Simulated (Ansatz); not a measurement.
AgBr:
```xyz
2
Lattice="0.0000 2.8372 2.8372 2.8372 0.0000 2.8372 2.8372 2.8372 0.0000" Properties=species:S:1:pos:R:3 pbc="T T T"
Ag     2.8372     2.8372     2.8372
Br     0.0000     0.0000     0.0000
```

Relaxed with PBEsol.

Task: Give the optical modes at the zone centre with their infrared activity from DFPT, PBEsol (plane waves, PAW; program Ansatz).

Result: Transverse frequencies, without the LO–TO term; a row sums one degenerate level.

```tsv
ω (cm⁻¹)	degeneracy	IR ((D/Å)²/amu)	activity	symmetry
87	3	3.44	IR	T1u
```

Task: How high does the top mode go among those that the LO–TO term moves?

Result: 125 cm⁻¹ for q along x.

Space group Fm-3m (rock salt). The PBEsol relaxation kept the symmetry of its start; of distortions, only those at the zone centre were tested. No spin polarisation was allowed.

Potentials: the later of the program's two PAW sets.
